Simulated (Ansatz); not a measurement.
**SrSiGe under strains and displacements**

These are results of DFT PBEsol, scalar-relativistic, plane waves, PAW in Ansatz 0.2.0, not measurements.

Plane waves to 420 eV, a k mesh through Γ of 12×12×10 on the computed 3-atom cell and Gaussian smearing (0.10 eV); no spin polarisation.

Reference cell:

```xyz
3
Lattice="4.3342 0.0000 0.0000 -2.1671 3.7536 0.0000 0.0000 0.0000 4.5315" Properties=species:S:1:pos:R:3 pbc="T T T"
Sr    2.1671    1.2512    0.0000
Si    0.0000    2.5024    2.2658
Ge    0.0000    0.0000    2.2658
```

Each variant moves atoms of this cell by the vectors given, if any (Å), and then applies a symmetric strain (tensor components, Cartesian axes). The reference cell isn't relaxed at this level. Energies are per atom at zero smearing, counted from the lowest variant. Pressure is positive in compression.

1. strain (xx yy zz yz xz xy, %) -0.87 -0.87 -9.87 0.00 0.00 0.00
2. strain (xx yy zz yz xz xy, %) 2.86 2.86 -0.14 0.00 0.00 0.00
3. strain (xx yy zz yz xz xy, %) 0.22 0.22 1.72 0.00 0.00 0.00
4. strain (xx yy zz yz xz xy, %) 4.26 4.26 -4.74 0.00 0.00 0.00

| variant | ΔE (meV/atom) | P (GPa) | space group |
| --- | --- | --- | --- |
| 1 | 24.5 | 3.47 | P-6m2 |
| 2 | 22.0 | -3.97 | P-6m2 |
| 3 | 0.0 | -2.62 | P-6m2 |
| 4 | 36.5 | -3.67 | P-6m2 |